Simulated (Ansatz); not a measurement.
## Property card for TaS₂

TaS₂:
```xyz
3
Lattice="3.2913 0.0000 0.0000 -1.6457 2.8504 0.0000 0.0000 0.0000 5.7237" Properties=species:S:1:pos:R:3 pbc="T T T"
Ta     0.0000     0.0000     0.0000
S      1.6457     0.9501     4.1868
S      0.0000     1.9002     1.5369
```

Space group P-3m1 (No. 164), CdI2 type; conventional cell a = 3.291 Å, b = 3.291 Å, c = 5.724 Å, α = 90.00°, β = 90.00°, γ = 120.00°.

Method: LDA (plane waves, PAW; program Ansatz). Geometry: relaxed at this level of theory. Other levels are named where they apply.

Cell and energy:

```
Item                                                           Value
-----------------------------------------------------  -------------
Volume per atom                                             17.90 Å³
Density                                                   7.58 g/cm³
Formation energy from the elements (no fitted shifts)  -1.14 eV/atom
```

Electronic structure:

```
Item                                                                         Value
------------------------------------  --------------------------------------------
Electronic character                                             metallic (no gap)
Density of states at the Fermi level  0.48 states/eV per atom (mean over ±0.08 eV)
```

Mechanics:

```
Item                                                                                                          Value
--------------------------------------------  ---------------------------------------------------------------------
Bulk modulus (Birch–Murnaghan fit)                                                                         447 kbar
Pressure derivative B′                                                                                         11.3
Elastic constants (relaxed ions, GPa)         C11 = 193, C12 = 35.2, C13 = 14.0, C14 = -8.1, C33 = 59.7, C44 = 23.0
Mechanical stability                                                         stable (all eigenvalues of C positive)
Hill bulk and shear moduli                                                                        54.5 and 42.5 GPa
Young's modulus                                                                                             101 GPa
Poisson's ratio                                                                                                0.19
Debye temperature from the elastic constants                                                                  297 K
```

Phonons:

```
Property                                        Value
-----------------------------  ----------------------
Highest zone-centre frequency               378 cm^-1
Zone-centre stability          no imaginary mode at Γ
```

This is a known high-temperature phase of the composition, computed here at zero pressure and temperature. The LDA relaxation kept the symmetry of its start. The run is not spin-polarised. A crystal of weakly bound layers computed without a dispersion correction: the cell and the soft elastic constants depend strongly on that. With an odd number of electrons in the cell and no spin polarisation, the count alone makes it a metal. As this level gives no gap, shear constants depend on the k-mesh and smearing (Fermi–Dirac, 0.1 eV here). As this level gives no gap, phonon frequencies hold no LO–TO term and depend on the k-mesh and smearing (Fermi–Dirac, 0.1 eV here). The references are the lowest solids computed at this level, not always the standard phases. Spin–orbit coupling is left out wherever it is not named.

Potentials: the earlier of the program's two PAW sets. The files were generated under PBE; for other functionals the program regenerates the frozen cores, and for LDA and PBEsol the local potential too.
